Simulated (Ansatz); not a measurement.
ZnCu: electron density at the nuclei under pressure

```
Zn Cu
1.0
     2.94500    0.00000    0.00000
     0.00000    2.94500    0.00000
     0.00000    0.00000    2.94500
Zn Cu
1 1
Cartesian
  1.4725 1.4725 1.4725
  0.0000 0.0000 0.0000
```

Atoms are numbered in the order listed.

The conventional cell has a = 2.945 Å, b = 2.945 Å, c = 2.945 Å, α = 90.00°, β = 90.00°, γ = 90.00°. Zn (atom 1) has 8 Cu at 2.55 Å as nearest neighbours. Around Cu (atom 2) lie 8 Zn at 2.55 Å.

The geometry is COD entry 9008814, unchecked; take it as a test cell.

These are results of Ansatz 0.2.0, DFT, PBEsol, all-electron PAW with datasets made for the crystal, scalar-relativistic, not measurements.

Settings: a Γ-centred 14×14×14 k mesh, Fermi–Dirac smearing of 0.05 eV, cutoff 300 eV (chosen by the program for this cell), no spin polarisation.

The contact density is the mean electron density over the nuclear volume; its changes set Mössbauer isomer shifts. Changes below are taken from the unscaled cell, where it is 166347 e/Å³ at Zn1, 147324 e/Å³ at Cu2.

Volumes at which the program chose other datasets or cutoffs are left out.

The datasets are made afresh for each cell, so very small changes are uncertain.

Q: Does compression raise or lower the contact density at Cu2?

A: It raises it, by 1.11 e/Å³ over the whole range.

Q: Tabulate the changes with volume.

A: 
```
V/V(cell)  P (GPa)  Δρ(0) Zn1 (e/Å³)  Δρ(0) Cu2 (e/Å³)
   0.9800     -2.3              0.39              0.57
   0.9900     -3.6              0.19              0.28
   1.0000     -4.7              0.00              0.00
   1.0100     -5.8             -0.17             -0.27
   1.0200     -6.9             -0.34             -0.54
```
